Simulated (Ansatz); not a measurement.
Phonons of InP (zinc blende) at Γ, L = (0.5, 0.0, 0.0), X = (0.5, 0.5, 0.0).

InP (zinc blende)

```
InP
1.0
    0.00000     2.97990     2.97990
    2.97990     0.00000     2.97990
    2.97990     2.97990     0.00000
P In
1 1
Direct
  0.75000   0.75000   0.75000
  0.00000   0.00000   0.00000
```

All values below come from PBE (plane waves to 420 eV, PAW, scalar-relativistic; Ansatz, an electronic-structure program). Harmonic phonons by density-functional perturbation theory on a 10×10×10 k mesh, in cm⁻¹; i marks imaginary ones, q is in fractions of the reciprocal vectors of the cell shown, and the three acoustic modes at Γ are left out. The non-analytic (LO-TO) term is not included, so polar modes at Γ have their transverse values. InP was relaxed with its symmetry unable to fall. The PAW data are Ansatz's earlier set.

| q | wavenumbers (cm⁻¹) |
|---|---|
| Γ | 284 (×3) |
| L = (0.5, 0.0, 0.0) | 54 (×2), 158, 290 (×2), 312 |
| X = (0.5, 0.5, 0.0) | 66 (×2), 170, 299 (×2), 306 |

The structure shows no imaginary mode at these points (lowest 54 cm⁻¹ at L = (0.5, 0.0, 0.0)); other wave vectors were not tested.

Highest mode: 312 cm⁻¹ at L = (0.5, 0.0, 0.0).
